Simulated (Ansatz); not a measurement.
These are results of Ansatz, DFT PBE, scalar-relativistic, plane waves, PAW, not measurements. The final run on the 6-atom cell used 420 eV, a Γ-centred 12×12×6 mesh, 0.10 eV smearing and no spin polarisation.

Formation energies are uncorrected and count from the elements' standard states at the same level.

**Question.** Suggest a trial structure for a trigonal metal that holds C and 2 more elements, with a formation energy near −0.18 eV/atom and about 10 Å³ per atom, in a cell of 6 atoms.

**Answer.** TiW2C3, space group P-3m1 (No. 164). Around Ti lie 6 C at 2.17 Å, 6 Ti at 3.07 Å and 6 W at 3.07 Å; W is surrounded by 6 C at 2.17–2.20 Å, 9 W at 3.07–3.15 Å and 3 Ti at 3.07 Å; around C on a site of symmetry 3m lie 3 W at 2.17 Å and 3 Ti at 2.17 Å; around C on a site of symmetry -3m lie 6 W at 2.20 Å.

```yaml
crystal:
  lattice:
    - [3.06741, 0.00000, 0.00000]
    - [-1.53370, 2.65645, 0.00000]
    - [0.00000, 0.00000, 7.62174]
  atoms:
    - { symbol: Ti, position: [0.00000, 0.00000, 0.00000] }
    - { symbol: W, position: [0.33333, 0.66667, 0.32924] }
    - { symbol: W, position: [0.66667, 0.33333, 0.67076] }
    - { symbol: C, position: [0.33333, 0.66667, 0.83496] }
    - { symbol: C, position: [0.66667, 0.33333, 0.16504] }
    - { symbol: C, position: [0.00000, 0.00000, 0.50000] }
```

| Property | Result |
| --- | --- |
| Volume per atom | 10.35 Å³ |
| Density | 12.07 g/cm³ |
| Formation energy | −0.18 eV/atom |
| Gap on the 12×12×6 mesh of the 6-atom cell | 0 eV (a metal) |

The cell was found from a structure generator's guess, not taken from experiment. The answer needn't be unique; the calculation gave this one.

These runs have no spin–orbit coupling, which can matter for W. The reference form of C is held partly by dispersion forces, which this level lacks. A structure relaxed within its symmetry needn't be a true minimum.
